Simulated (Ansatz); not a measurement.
A geometry of Al2Cu away from equilibrium: the start of the relaxation of a relaxed Al2Cu cell, doubled along one cell vector, shaken by Gaussian noise of σ = 0.08 Å a coordinate. Level of theory: r2SCAN (plane waves to 500 eV, PAW, scalar-relativistic; Ansatz, a first-principles code). Γ-centred k-mesh 11×6×13 on the run's cell (coarser than for final values), Fermi–Dirac smearing 0.05 eV.

```xyz
6
Lattice="-1.6906 1.6906 3.8424 3.3813 -3.3813 7.6847 1.6906 1.6906 -3.8424" Properties=species:S:1:pos:R:3 pbc="T T T"
Cu    -0.1788     0.0792     0.2049
Cu     1.7541    -1.8152     3.7490
Al     0.0117    -0.0821     2.5499
Al     1.5497    -1.7631     6.3624
Al    -0.1425     0.0724     5.1293
Al     1.6355    -1.7051     9.0173
```

### Question
Which atoms carry the largest force, and which way does it point?

### Answer
1.63 eV/Å, on Al3 (atoms numbered as listed); on Al3 its components are (-0.46, 0.48, 1.48).

### Question
What is the pressure?

### Answer
+2.3 GPa, compression positive.

### Question
How far above the relaxed end point is this geometry?

### Answer
0.11 eV/atom; the path ends in C2/m (No. 12) at a tolerance of 0.01 Å, Immm (No. 71) at 0.1 Å.

No spin polarisation in the result.

Of the parent cell (I4/mmm (No. 139)): The first start was generated by placing the elements on the sites of a structure type. Materials Project lists a structure of Al2Cu in the same space group, I4/mmm (No. 139); the sites were not compared with it, nor with measured phases. Known forms of Al2Cu include space group No. 140.

The end of the path is a generated cell of Al2Cu: the first start was made by placing the elements on the sites of a structure type, and the end was not matched to a known phase here, so it may be hypothetical. Known forms of Al2Cu include space group No. 140.
